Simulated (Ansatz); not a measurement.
Polymorphs of Ta, each relaxed with plane-wave PAW r²SCAN (Ansatz code):

A: diamond (Fd-3m)
a = b = c = 6.0550 Å, α = β = γ = 90.00°

| atom | site | symmetry | x | y | z |
|---|---|---|---|---|---|
| Ta | 8b | -43m | 0.5000 | 0.5000 | 0.5000 |

B: P-42_1m, a = 10.213 Å, b = 10.213 Å, c = 5.303 Å, α = 90.00°, β = 90.00°, γ = 90.00°

Rank these by energy per atom at 0 K (lowest first), as r²SCAN gives it.

B (+0 meV/atom), A (+3140 meV/atom)

Typed or built starts, not in the databases checked: A. Not the usual ambient phase: A; B. All cells were relaxed under the symmetry of their starts (and spin orders); stability against distortions was not tested throughout. Rows with no word on spin ran without spin polarisation. Spin–orbit coupling is left out wherever it is not named.

Energies hold the estimated change up to a 700 eV cutoff; steps of a few meV lie near the error of the meshes.

Potentials: the later of the program's two PAW sets.
